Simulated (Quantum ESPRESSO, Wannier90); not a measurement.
**NaH (rock salt), plane waves to Wannier functions**

```xyz
2
Lattice="0.0000 2.3864 2.3864 2.3864 0.0000 2.3864 2.3864 2.3864 0.0000" Properties=species:S:1:pos:R:3 pbc="T T T"
Na     0.0000     0.0000     0.0000
H      2.3864     2.3864     2.3864
```

Cell from Materials Project (mp-23870), symmetrised, no further relaxation. COD (Crystallography Open Database) has an entry of this formula and space group (matched by these alone). Computed values, not measurements, from PBEsol: Quantum ESPRESSO (norm-conserving PseudoDojo potentials, cutoff 71 Ry, no spin polarisation, no spin-orbit coupling) on a Γ-centred 12×12×12 mesh, then Wannier90. Density: 12×12×12 mesh, cold smearing 0.01 Ry.

Band 5 is isolated and gives one Wannier function a cell (H2 1s 77 %, Na1 3s 21 %; spread 1.57 Å²). Its on-site energy is ε = -1.192 eV relative to the valence-band maximum, and its hoppings t(R) = t(−R) to the nearer images are (images within this range that aren't listed have |t| under 5 meV):

| R (lattice vectors; −R alike) | distance (Å) | t (eV) |
|---|---|---|
| 0 0 1 | 3.37 | -0.262 |
| 0 1 -1 | 3.37 | -0.262 |
| 0 1 0 | 3.37 | -0.262 |
| 1 -1 0 | 3.37 | -0.262 |
| 1 0 -1 | 3.37 | -0.262 |
| 1 0 0 | 3.37 | -0.262 |
| 1 -1 -1 | 4.77 | -0.008 |
| 1 -1 1 | 4.77 | -0.008 |
| 1 1 -1 | 4.77 | -0.008 |
| 0 1 -2 | 5.85 | 0.024 |
| 0 1 1 | 5.85 | 0.024 |
| 0 2 -1 | 5.85 | 0.024 |
| 1 -2 0 | 5.85 | 0.024 |
| 1 -2 1 | 5.85 | 0.024 |
| 1 0 -2 | 5.85 | 0.024 |
| 1 0 1 | 5.85 | 0.024 |
| 1 1 -2 | 5.85 | 0.024 |
| 1 1 0 | 5.85 | 0.024 |
| 2 -1 -1 | 5.85 | 0.024 |
| 2 -1 0 | 5.85 | 0.024 |
| 2 0 -1 | 5.85 | 0.024 |

### Question
Work out the band energy at Γ, X, U, K from these numbers.

### Answer
For one orbital E(k) = ε + Σ_R 2 t(R) cos(2π k·R), the sum over the listed R.
- Γ, k = (0.000, 0.000, 0.000): E = -1.192 + (-0.262)·(12.00) + (-0.008)·(6.00) + (0.024)·(24.00) = -3.81 eV; pw.x: -3.82 eV
- X, k = (0.500, 0.000, 0.500): E = -1.192 + (-0.262)·(-4.00) + (-0.008)·(6.00) + (0.024)·(-8.00) = -0.38 eV; pw.x: -0.19 eV
- U, k = (0.625, 0.250, 0.625): E = -1.192 + (-0.262)·(-3.66) + (-0.008)·(2.00) + (0.024)·(4.00) = -0.15 eV; pw.x: -0.12 eV
- K, k = (0.375, 0.375, 0.750): E = -1.192 + (-0.262)·(-3.66) + (-0.008)·(2.00) + (0.024)·(4.00) = -0.15 eV; pw.x: -0.12 eV

At these points the listed shells miss the plane-wave band by up to 0.19 eV, of a width of 3.82 eV on the path. With all its hoppings the model misses the band by 0.3 meV at worst on the whole path, so most of the miss comes from the hoppings not listed.
